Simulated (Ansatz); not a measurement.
K₄BeAs₂ (space group R-3m)

```
CELL_PARAMETERS angstrom
      2.83737     1.63816     8.62074
     -2.83737     1.63816     8.62074
      0.00000    -3.27631     8.62074
ATOMIC_POSITIONS crystal
  K  0.62395 0.62395 0.62395
  K  0.37605 0.37605 0.37605
  K  0.20853 0.20853 0.20853
  K  0.79147 0.79147 0.79147
  Be 0.00000 0.00000 0.00000
  As 0.91997 0.91997 0.91997
  As 0.08003 0.08003 0.08003
```

Equation-of-state scan: isotropic scaling of the cell above, V₀ being its volume. The atoms relax within the cell's symmetry.

Method: r2SCAN (plane waves to 500 eV, PAW, scalar-relativistic; Ansatz, a quantum-chemistry and plane-wave program). k mesh 7×7×7 (Γ-centred), Fermi-Dirac smearing 0.05 eV. Energies are smeared free energies. Stress and pressure are positive under compression. With the shape held, the modulus is that of even scaling; a crystal free to change shape is softer. K4BeAs2 was relaxed with its symmetry unable to fall. The zero of ΔE is the relaxed starting cell.

```json
[
 {"V (Å³/atom)": "28.850", "ΔE (meV/atom)": "64.9"},
 {"V (Å³/atom)": "29.766", "ΔE (meV/atom)": "withheld"},
 {"V (Å³/atom)": "30.682", "ΔE (meV/atom)": "26.0"},
 {"V (Å³/atom)": "31.598", "ΔE (meV/atom)": "13.9"},
 {"V (Å³/atom)": "32.514", "ΔE (meV/atom)": "5.9"},
 {"V (Å³/atom)": "33.429", "ΔE (meV/atom)": "1.4"},
 {"V (Å³/atom)": "34.345", "ΔE (meV/atom)": "0.0"},
 {"V (Å³/atom)": "35.261", "ΔE (meV/atom)": "1.3"},
 {"V (Å³/atom)": "36.177", "ΔE (meV/atom)": "4.9"},
 {"V (Å³/atom)": "37.093", "ΔE (meV/atom)": "10.6"},
 {"V (Å³/atom)": "38.009", "ΔE (meV/atom)": "18.0"},
 {"V (Å³/atom)": "38.925", "ΔE (meV/atom)": "26.9"},
 {"V (Å³/atom)": "39.841", "ΔE (meV/atom)": "37.1"}
]
```

Question: Fit a third-order Birch-Murnaghan form (E₀, V₀, B₀, B₀′ free) to the given rows and predict ΔE at V = 29.766.

Answer: Least squares on the 12 given rows: ΔE = E₀ + (9V₀B₀/16)·y²·[2 + (B₀′ − 4)y], y = (V₀/V)^(2/3) − 1, with V₀ = 34.344 Å³/atom, B₀ = 17.50 GPa (160.2 GPa = 1 eV/Å³; the term in eV is multiplied by 1000), B₀′ = 4.21, E₀ = 0.04 meV/atom; root-mean-square residual 0.04 meV/atom. At 29.766 the fit gives 42.7 meV/atom; the calculation gives 42.8 meV/atom, so the interpolation is off by -0.1 (-0.2 %). For the pressure the fit gives 3.39 GPa against the computed 3.39 GPa.

(Under strain, the slope of the energy per volume gives the stress and its curvature an elastic modulus.)
